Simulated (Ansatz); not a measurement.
### Question
RuW (rock salt, Fm-3m) is relaxed with PBE (plane waves, PAW; program Ansatz). What lattice parameters of the conventional cell result?

### Answer
a = 5.131 Å.

The start of the workflow was typed in or built on a structure type; neither database checked (COD, Materials Project) lists it. Its standing as an ambient phase is unchecked. The PBE relaxation kept the symmetry of its start; whether a distortion lowers the energy is not shown. The run is not spin-polarised. The volume moved by 15 % from the start of the relaxation. Its formation energy is positive at this level, so the cell may be metastable or incomplete. Spin–orbit coupling is left out wherever it is not named.

Potentials: the earlier of the program's two PAW sets.
